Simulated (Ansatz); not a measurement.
Values for one crystal, relaxed and computed with LDA in the plane-wave PAW code Ansatz; other levels are named.

* **Volume per atom**: 14.04 Å³
* **Electronic character**: metallic (no gap)
* **Zone-centre stability**: no imaginary mode at Γ
* **Poisson's ratio**: 0.20
* **Hill bulk and shear moduli**: 203 and 155 GPa
* **Elastic constants (relaxed ions, GPa)**: C11 = 395, C12 = 83.1, C13 = 97.8, C33 = 492, C44 = 145
* **Highest zone-centre frequency**: 413 cm⁻¹

Task: Pick the material that matches.
A) TaC, rock salt
B) SiNi2, Pnma (Si on 4c, Ni on 4c, Ni on 4c)
C) ZrSi, Cmcm (Si on 4c, Zr on 4c)
D) TaSi2, P6_222 (Si on 6j, Ta on 3d)

Result: D, TaSi2, P6_222 (Si on 6j, Ta on 3d)

The LDA relaxation kept the symmetry of its start. No spin polarisation was allowed. As this level gives no gap, shear constants depend on the k-mesh and smearing (Fermi–Dirac, 0.1 eV here). As this level gives no gap, phonon frequencies hold no LO–TO term and depend on the k-mesh and smearing (Fermi–Dirac, 0.1 eV here). Scalar-relativistic: spin–orbit coupling is off unless named, which matters more the heavier the elements.

Potentials: the later of the program's two PAW sets.
